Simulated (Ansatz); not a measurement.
An Ansatz (a program for electronic structure) run. Input:

Ansatz 0.2 input:
```yaml
crystal:
  lattice:
    - [3.7808759656, 0.0, 0.0]
    - [0.0, 3.7808759656, 0.0]
    - [0.0, 0.0, 3.7808759656]
  atoms:
    - { symbol: Cu, position: [0.0, 0.5, 0.5] }
    - { symbol: Cu, position: [0.5, 0.0, 0.5] }
    - { symbol: Cu, position: [0.5, 0.5, 0.0] }
    - { symbol: Au, position: [0.0, 0.0, 0.0] }
kpoints:
  mp_grid: { grid: [11, 11, 11] }
hamiltonian:
  xc: pbe
  pseudopotentials: { kind: paw }
scf:
  occupations: { method: fermi_dirac, width: 0.1 }
phonons:
  method: dfpt
  response_accuracy: low
  eigenvectors: true
  rigid_motions: translations
```

Output (shortened):

```
Pseudopotential: Cu, paw, valence charge 19
Pseudopotential: Au, paw, valence charge 19
Functional definition: PBE
Crystal: 4 atoms, lattice volume = 54.048 Å³
Basis set: ecut = 420 eV, 1021 PW (Γ), exchange–correlation on 54×54×54 points (8 copies of the dense FFT grid, shifted against one another)
Bands: 46, of which v1, the nominal top of the filled ones, is band 38 counted from 1 (37 counted from 0)
Symmetry: 48 space group operations
k-points: 216 of 1331 (irreducible under 8 space group operations)
SCF iter   1: F=—  HF=-33025.033142 eV  |F-HF|=—  |Δ(HF+E_count)|=         —  Δρ=1.52e-3  dr2=9.65e-4  ethr=1.77e-3  ⟨swp⟩=5.5  Hψ=32425  notcnv=0  defer=145
preconditioner: auto → Kerker (q_TF=auto, 2.888 Å⁻¹)
SCF iter   2: F=—  HF=-33025.033791 eV  |F-HF|=—  |Δ(HF+E_count)|=   6.49e-4  Δρ=7.74e-4  dr2=3.06e-4  ethr=1.27e-6  ⟨swp⟩=2.4  Hψ=19892  notcnv=0  defer=179
SCF iter   3: F=—  HF=-33025.033882 eV  |F-HF|=—  |Δ(HF+E_count)|=   9.06e-5  Δρ=3.90e-4  dr2=1.08e-4  ethr=4.03e-7  ⟨swp⟩=2.8  Hψ=14601  notcnv=0  defer=179
SCF iter   4: F=—  HF=-33025.033873 eV  |F-HF|=—  |Δ(HF+E_count)|=   9.37e-6  Δρ=1.32e-4  dr2=1.27e-5  ethr=1.42e-7  ⟨swp⟩=2.2  Hψ=12752  notcnv=0  defer=179
SCF iter   5: F=—  HF=-33025.033869 eV  |F-HF|=—  |Δ(HF+E_count)|=   3.42e-6  Δρ=3.71e-5  dr2=1.37e-6  ethr=1.67e-8  ⟨swp⟩=2.0  Hψ=13412  notcnv=0  defer=179
SCF iter   6: F=—  HF=-33025.033866 eV  |F-HF|=—  |Δ(HF+E_count)|=   3.36e-6  Δρ=1.46e-5  dr2=1.20e-7  ethr=1.80e-9  ⟨swp⟩=2.0  Hψ=13623  notcnv=0  defer=179
SCF iter   7: F=—  HF=-33025.033866 eV  |F-HF|=—  |Δ(HF+E_count)|=   2.52e-8  Δρ=6.82e-6  dr2=1.69e-8  ethr=1.58e-10  ⟨swp⟩=2.0  Hψ=14092  notcnv=0  defer=179
SCF iter   8: F=—  HF=-33025.033866 eV  |F-HF|=—  |Δ(HF+E_count)|=   1.62e-9  Δρ=7.77e-7  dr2=2.40e-10  ethr=2.22e-11  ⟨swp⟩=2.0  Hψ=13499  notcnv=0  defer=179
SCF iter  10: F=-33025.033866 eV  HF=-33025.033866 eV  |F-HF|=7.28e-12  |Δ(HF+E_count)|=  2.91e-11  Δρ=7.86e-8  dr2=4.14e-12  ethr=1.00e-12  ⟨swp⟩=8.1  Hψ=51882  notcnv=0
SCF 1 converged in 10 iterations: F = -33025.033866 eV  dr2 = 4.14e-12
DFPT response loops at Γ: preconditioner auto → Kerker (q_TF=auto, 2.888 Å⁻¹) (partly filled bands, converged f_vac=0.000) …
SCF converged after 10 iterations
Free energy (F): -33025.033866 eV
Harris-Foulkes:  -33025.033866 eV  (|F-HF|=7.28e-12)
Internal energy: -33024.998370 eV  (E = F + TS)
E sigma→0 (E₀):  -33025.016118 eV
Entropy (-TS):   -0.035496 eV (-8.874 meV/atom)
Fermi energy:    17.479544 eV
--- Per-component energies (eV) ---
  E_band       = -1303.159672
  E_kinetic    = 1503.020146
  E_local      = -14241.303404  (includes V_loc(G=0)·N_el)
  E_nonlocal   = 1250.958238
  E_hartree    = 6267.648851
  E_xc         = -495.674324
  E_vxc        = -620.625000  (∫ρ·V_xc dr)
  E_paw        = -14702.328120  (= ΣΔE_a)
  E_vpaw       = -1730.509399  (= ΣTr[D̂ρ^β])
  E_aug_tail   = 0.002167  (compensation charges beyond the density's cutoff)
  E_ewald      = -12607.321923
  E_smearing   = -0.035496  (= −TS)
  E_closure    = 0.000000  (closes the sum)
  Σ components = -33025.033866   (vs F -33025.033866, Δ=0.00e0)
  [band-id]    e_kinetic+e_local+e_nonlocal+2·e_hartree+e_vxc+e_vpaw+e_augmentation_tail = -1303.159551   (vs E_band -1303.159672, Δ=1.21e-4)
--- Band table (eV; the first three rows and the last of 216) ---
  k-point 0: bands = ["-94.8999", "-94.8928", "-94.8928", "-88.4931", "-52.2985", "-52.2985", "-52.2985", "-52.2727", "-52.2727", "-52.2727", "-52.2556", "-52.2556", "-52.2556", "-39.9129", "-39.9129", "-39.9129", "7.9934", "11.2403", "11.2403", "12.0405", …
  k-point 1: bands = ["-94.8998", "-94.8930", "-94.8928", "-88.4931", "-52.2980", "-52.2980", "-52.2976", "-52.2728", "-52.2728", "-52.2727", "-52.2565", "-52.2560", "-52.2560", "-39.9132", "-39.9129", "-39.9129", "8.0912", "11.2766", "11.2866", "12.0601", …
  k-point 2: bands = ["-94.8994", "-94.8933", "-94.8929", "-88.4931", "-52.2966", "-52.2966", "-52.2951", "-52.2731", "-52.2731", "-52.2728", "-52.2591", "-52.2570", "-52.2570", "-39.9141", "-39.9130", "-39.9130", "8.3798", "11.3778", "11.4076", "12.1146", …
  k-point 215: bands = ["-94.8953", "-94.8952", "-94.8952", "-88.4930", "-52.3106", "-52.2936", "-52.2935", "-52.2935", "-52.2587", "-52.2587", "-52.2581", "-52.2579", "-52.2579", "-39.9156", "-39.9156", "-39.9156", "11.1789", "11.2065", "11.2065", "12.2901", …
--- Phonons (Γ-DFPT): 3 representative perturbations + reference, on 216 of 1331 k-points (Σ response iterations 10) ---
  ASR residual: 6.001e-4 → 0.000e0 eV/Å²; symmetrization residual: 1.080e-4 eV/Å²
  ASR residual per site (eV/Å²): 6.00e-4 6.00e-4 6.00e-4 4.42e-4
  Γ frequencies (cm⁻¹): 0.00 0.00 0.00 114.82 114.82 114.82 162.42 162.42 162.42 204.86 204.86 204.86
  non-analytic LO–TO correction: not included (Born effective charges unavailable; polar crystals: no LO–TO splitting at Γ)
```

Cost: about 5 core-minutes (a rough figure) on shared cores.

Space group Pm-3m (Cu3Au type). The cell was relaxed with PBE under the symmetry of its start; of distortions, only those at the zone centre were tested. The run is not spin-polarised. As this level gives no gap, phonon frequencies hold no LO–TO term and depend on the k-mesh and smearing (Fermi–Dirac, 0.1 eV here). Spin–orbit coupling is left out wherever it is not named.

Potentials: the later of the program's two PAW sets.

Ansatz is a plane-wave DFT program.
